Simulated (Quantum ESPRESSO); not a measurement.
## Ir2In3AlCu2 (one run as intended and one with a planted mistake)

Simulated, not a measurement. The program is pw.x of Quantum ESPRESSO 7.5 (plane-wave density functional theory). The cell is made up: eight metal atoms on a hexagonal close-packed lattice, with elements, volume, strain and displacements drawn at random and not relaxed, so it may be unstable or far from any real phase. PseudoDojo standard norm-conserving files set the functional (PBE unless stated); there is no spin polarisation or spin-orbit coupling, the Fermi-Dirac width of 0.25 eV means electrons at about 2900 K, and the masses in the input are unused placeholders. The copper pseudopotential is less sure than most, with forces differing by about three percent and pressure by about two GPa from a second method on plain copper. Heavy elements are run without spin-orbit coupling, which real alloys of them have. A spin test at this wide smearing found no moment, but such smearing suppresses magnetism that the real alloy may have.

Intended input:

```
&control calculation='scf', pseudo_dir='./dojo.nc.sr.pbe.v0_5.standard.upf', outdir='./o', disk_io='minimal', tprnfor=.true., tstress=.true. /
&system ibrav=0, nat=8, ntyp=4, nbnd=69, ecutwfc=92.02030273, nosym=.true., tot_charge=0,
 occupations='smearing', smearing='fd', degauss=0.0183746611
/
&electrons conv_thr=1.470e-08, electron_maxstep=70, mixing_beta=0.5 /
ATOMIC_SPECIES
Al 1.0 Al.upf
Cu 1.0 Cu.upf
In 1.0 In.upf
Ir 1.0 Ir.upf
CELL_PARAMETERS angstrom
2.8482 0.0398 4.6846
2.8866 0.0449 -4.7077
-2.7941 4.9061 0.0089
ATOMIC_POSITIONS angstrom
Ir -0.0553 -0.041 0.0134
In -1.3301 2.4268 0.0366
Al 2.9971 1.719 -2.3287
Ir 1.5461 4.152 -2.4049
In 2.9145 0.1336 -0.0823
Cu 1.4906 2.5617 0.0012
In 2.8665 1.7056 2.2513
Cu 1.4682 4.2147 2.3631
K_POINTS automatic
5 5 5 1 1 1
```

The log is shortened where brackets say so; the opening notice, blank lines, dates and the lines on written files are dropped, and the path of the files is cut. It prints rydbergs, bohrs and kilobars, and counts compression as positive stress. Its total energy is the free energy E - TS of the whole cell.

Log of the intended run:

```
     Program PWSCF v.7.5
     Parallel version (MPI & OpenMP), running on       4 processor cores
     Number of MPI processes:                 4
     Threads/MPI process:                     1
     [start-up lines left out]
     bravais-lattice index     =            0
     lattice parameter (alat)  =      10.3607  a.u.
     unit-cell volume          =     899.1326 (a.u.)^3
     number of atoms/cell      =            8
     number of atomic types    =            4
     number of electrons       =       114.00
     number of Kohn-Sham states=           69
     kinetic-energy cutoff     =      92.0203  Ry
     charge density cutoff     =     368.0812  Ry
     scf convergence threshold =      1.5E-08
     mixing beta               =       0.5000
     number of iterations used =            8  plain     mixing
     Exchange-correlation= PBE
                           (   1   4   3   4   0   0   0)
     [axes and pseudopotential details left out]
   Cartesian axes
     site n.     atom                  positions (alat units)
         1        Ir     tau(   1) = (  -0.0100864  -0.0074782   0.0024441  )
         2        In     tau(   2) = (  -0.2426023   0.4426337   0.0066756  )
         3        Al     tau(   3) = (   0.5466530   0.3135353  -0.4247409  )
         4        Ir     tau(   4) = (   0.2819994   0.7572999  -0.4386393  )
         5        In     tau(   5) = (   0.5315873   0.0243678  -0.0150110  )
         6        Cu     tau(   6) = (   0.2718765   0.4672387   0.0002189  )
         7        In     tau(   7) = (   0.5228324   0.3110912   0.4106236  )
         8        Cu     tau(   8) = (   0.2677909   0.7687360   0.4310153  )
     number of k points=    63  Fermi-Dirac smearing, width (Ry)=  0.0184
                       cart. coord. in units 2pi/alat
        k(    1) = (   0.1879778   0.2188061   0.0008874), wk =   0.0320000
        k(    2) = (   0.1847047   0.4404447   0.0009943), wk =   0.0320000
     [further k points left out]
     Dense  grid:   107225 G-vectors     FFT dimensions: (  64,  64,  72)
     Estimated max dynamical RAM per process >     422.00 MB
     Estimated total dynamical RAM >       1.57 GB
     Initial potential from superposition of free atoms
     starting charge     113.9849, renormalised to     114.0000
     Starting wfcs are   71 randomized atomic wfcs
     total cpu time spent up to now is        7.0 secs
     per-process dynamical memory:   342.9 Mb
     Self-consistent Calculation
     iteration #  1     ecut=    92.02 Ry     beta= 0.50
     Davidson diagonalization with overlap
     ethr =  1.00E-02,  avg # of iterations =  5.9
     total cpu time spent up to now is       26.3 secs
     total energy              =   -1618.76505084 Ry
     estimated scf accuracy    <       5.71628096 Ry
     iteration #  2     ecut=    92.02 Ry     beta= 0.50
     Davidson diagonalization with overlap
     ethr =  5.01E-03,  avg # of iterations =  2.5
     total cpu time spent up to now is       44.8 secs
     total energy              =   -1620.01105366 Ry
     estimated scf accuracy    <      24.82495578 Ry
     [iterations 3 to 12 left out]
     iteration # 13     ecut=    92.02 Ry     beta= 0.50
     Davidson diagonalization with overlap
     ethr =  3.76E-09,  avg # of iterations =  1.1
     total cpu time spent up to now is      215.8 secs
     total energy              =   -1622.36788348 Ry
     estimated scf accuracy    <       0.00000033 Ry
     iteration # 14     ecut=    92.02 Ry     beta= 0.50
     Davidson diagonalization with overlap
     ethr =  2.92E-10,  avg # of iterations =  3.9
     total cpu time spent up to now is      233.9 secs
     End of self-consistent calculation
     [lines on levels left out]
!    total energy              =   -1622.36788357 Ry
     estimated scf accuracy    <          6.8E-09 Ry
     smearing contrib. (-TS)   =      -0.06127575 Ry
     internal energy E=F+TS    =   -1622.30660782 Ry
     The total energy is F=E-TS. E is the sum of the following terms:
     one-electron contribution =    -747.90114596 Ry
     hartree contribution      =     450.82592992 Ry
     xc contribution           =    -303.41535683 Ry
     ewald contribution        =   -1021.81603496 Ry
     convergence has been achieved in  14 iterations
     Forces acting on atoms (cartesian axes, Ry/au):
     atom    1 type  4   force =     0.02653937    0.00400556    0.01300713
     atom    2 type  3   force =     0.01029962    0.05485679   -0.00472578
     atom    3 type  1   force =    -0.01951945    0.00285902   -0.04684532
     atom    4 type  4   force =    -0.00204186   -0.00686702    0.00732020
     atom    5 type  3   force =    -0.02950606   -0.05969073   -0.01122055
     atom    6 type  2   force =     0.00576297    0.00329261   -0.01071293
     atom    7 type  3   force =     0.00569273    0.01063597    0.06070520
     atom    8 type  2   force =     0.00277269   -0.00909222   -0.00752794
     Total force =     0.124144     Total SCF correction =     0.000122
     Computing stress (Cartesian axis) and pressure
          total   stress  (Ry/bohr**3)                   (kbar)     P=       10.45
   0.00010932   0.00013913   0.00011499           16.08       20.47       16.92
   0.00013913  -0.00022549  -0.00001893           20.47      -33.17       -2.78
   0.00011499  -0.00001893   0.00032929           16.92       -2.78       48.44
     init_run     :      6.78s CPU      6.93s WALL (       1 calls)
     electrons    :    223.96s CPU    226.91s WALL (       1 calls)
     forces       :      1.86s CPU      1.88s WALL (       1 calls)
     stress       :      6.31s CPU      6.31s WALL (       1 calls)
     [timing details left out]
     PWSCF        :   3m58.99s CPU   4m 2.15s WALL
     JOB DONE.
```

A second run has one planted mistake: the cell and the positions are scaled by a wrong factor. The input lines that differ:

```
- 2.8482 0.0398 4.6846
- 2.8866 0.0449 -4.7077
- -2.7941 4.9061 0.0089
+ 2.806 0.0392 4.6153
+ 2.8439 0.0442 -4.638
+ -2.7527 4.8335 0.0088
- Ir -0.0553 -0.041 0.0134
- In -1.3301 2.4268 0.0366
- Al 2.9971 1.719 -2.3287
- Ir 1.5461 4.152 -2.4049
- In 2.9145 0.1336 -0.0823
- Cu 1.4906 2.5617 0.0012
- In 2.8665 1.7056 2.2513
- Cu 1.4682 4.2147 2.3631
+ Ir -0.0545 -0.0404 0.0132
+ In -1.3104 2.3909 0.0361
+ Al 2.9527 1.6936 -2.2942
+ Ir 1.5232 4.0906 -2.3693
+ In 2.8714 0.1316 -0.0811
+ Cu 1.4685 2.5238 0.0012
+ In 2.8241 1.6804 2.218
+ Cu 1.4465 4.1523 2.3281
```

Its log:

```
     Program PWSCF v.7.5
     Parallel version (MPI & OpenMP), running on       4 processor cores
     Number of MPI processes:                 4
     Threads/MPI process:                     1
     [start-up lines left out]
     bravais-lattice index     =            0
     lattice parameter (alat)  =      10.2073  a.u.
     unit-cell volume          =     859.7936 (a.u.)^3
     number of atoms/cell      =            8
     number of atomic types    =            4
     number of electrons       =       114.00
     number of Kohn-Sham states=           69
     kinetic-energy cutoff     =      92.0203  Ry
     charge density cutoff     =     368.0812  Ry
     scf convergence threshold =      1.5E-08
     mixing beta               =       0.5000
     number of iterations used =            8  plain     mixing
     Exchange-correlation= PBE
                           (   1   4   3   4   0   0   0)
     [axes and pseudopotential details left out]
   Cartesian axes
     site n.     atom                  positions (alat units)
         1        Ir     tau(   1) = (  -0.0100898  -0.0074794   0.0024438  )
         2        In     tau(   2) = (  -0.2425994   0.4426366   0.0066833  )
         3        Al     tau(   3) = (   0.5466448   0.3135427  -0.4247341  )
         4        Ir     tau(   4) = (   0.2819959   0.7573086  -0.4386377  )
         5        In     tau(   5) = (   0.5315934   0.0243636  -0.0150144  )
         6        Cu     tau(   6) = (   0.2718691   0.4672409   0.0002222  )
         7        In     tau(   7) = (   0.5228366   0.3110990   0.4106269  )
         8        Cu     tau(   8) = (   0.2677961   0.7687314   0.4310102  )
     number of k points=    63  Fermi-Dirac smearing, width (Ry)=  0.0184
                       cart. coord. in units 2pi/alat
        k(    1) = (   0.1879805   0.2188054   0.0008882), wk =   0.0320000
        k(    2) = (   0.1847093   0.4404447   0.0009945), wk =   0.0320000
     [further k points left out]
     Dense  grid:   102503 G-vectors     FFT dimensions: (  64,  64,  72)
     Estimated max dynamical RAM per process >     405.09 MB
     Estimated total dynamical RAM >       1.51 GB
     Initial potential from superposition of free atoms
     starting charge     113.9849, renormalised to     114.0000
     Starting wfcs are   71 randomized atomic wfcs
     total cpu time spent up to now is        7.0 secs
     per-process dynamical memory:   329.7 Mb
     Self-consistent Calculation
     iteration #  1     ecut=    92.02 Ry     beta= 0.50
     Davidson diagonalization with overlap
     ethr =  1.00E-02,  avg # of iterations =  5.9
     total cpu time spent up to now is       26.1 secs
     total energy              =   -1619.00023048 Ry
     estimated scf accuracy    <       5.37864977 Ry
     iteration #  2     ecut=    92.02 Ry     beta= 0.50
     Davidson diagonalization with overlap
     ethr =  4.72E-03,  avg # of iterations =  2.1
     total cpu time spent up to now is       43.8 secs
     total energy              =   -1620.27527018 Ry
     estimated scf accuracy    <      21.64153158 Ry
     [iterations 3 to 12 left out]
     iteration # 13     ecut=    92.02 Ry     beta= 0.50
     Davidson diagonalization with overlap
     ethr =  2.31E-09,  avg # of iterations =  1.3
     total cpu time spent up to now is      211.9 secs
     total energy              =   -1622.35676269 Ry
     estimated scf accuracy    <       0.00000013 Ry
     iteration # 14     ecut=    92.02 Ry     beta= 0.50
     Davidson diagonalization with overlap
     ethr =  1.14E-10,  avg # of iterations =  4.7
     total cpu time spent up to now is      230.0 secs
     End of self-consistent calculation
     [lines on levels left out]
!    total energy              =   -1622.35676274 Ry
     estimated scf accuracy    <          3.0E-09 Ry
     smearing contrib. (-TS)   =      -0.05799623 Ry
     internal energy E=F+TS    =   -1622.29876650 Ry
     The total energy is F=E-TS. E is the sum of the following terms:
     one-electron contribution =    -723.77607364 Ry
     hartree contribution      =     442.30134709 Ry
     xc contribution           =    -303.65660110 Ry
     ewald contribution        =   -1037.16743885 Ry
     convergence has been achieved in  14 iterations
     Forces acting on atoms (cartesian axes, Ry/au):
     atom    1 type  4   force =     0.03274498    0.00629724    0.01425176
     atom    2 type  3   force =     0.01132882    0.06048402   -0.00860345
     atom    3 type  1   force =    -0.02213666    0.00440972   -0.05006044
     atom    4 type  4   force =    -0.00224740   -0.00960215    0.00965121
     atom    5 type  3   force =    -0.03629035   -0.06490229   -0.01199642
     atom    6 type  2   force =     0.00453960    0.00125670   -0.01108425
     atom    7 type  3   force =     0.00740107    0.01367727    0.06623383
     atom    8 type  2   force =     0.00465995   -0.01162051   -0.00839224
     Total force =     0.138043     Total SCF correction =     0.000167
     Computing stress (Cartesian axis) and pressure
          total   stress  (Ry/bohr**3)                   (kbar)     P=       75.36
   0.00055981   0.00014143   0.00013909           82.35       20.81       20.46
   0.00014143   0.00018919  -0.00001480           20.81       27.83       -2.18
   0.00013909  -0.00001480   0.00078789           20.46       -2.18      115.90
     init_run     :      6.65s CPU      6.82s WALL (       1 calls)
     electrons    :    219.84s CPU    222.97s WALL (       1 calls)
     forces       :      1.76s CPU      1.77s WALL (       1 calls)
     stress       :      6.09s CPU      6.09s WALL (       1 calls)
     [timing details left out]
     PWSCF        :   3m54.51s CPU   3m57.88s WALL
     JOB DONE.
```

|  | intended run | run with the mistake |
| --- | --- | --- |
| free energy (eV) | -22073.440 | -22073.288 |
| entropy term -TS, part of it (eV) | -0.834 | -0.789 |
| pressure (GPa) | 1.05 | 7.54 |
| size of the largest force component (eV/Å) | 1.561 | 1.703 |
| largest change of a force component (eV/Å) |  | 0.174 |
| iterations | 14 | 14 |

For scale, a rerun of the intended cell at a higher cutoff and on a denser mesh moved values by no more than 0.024 eV in energy, 0.10 GPa in stress and 0.007 eV/Å in force, and a second program with other atomic files agreed on that cell to 2 % rms in force and 0.5 GPa in pressure.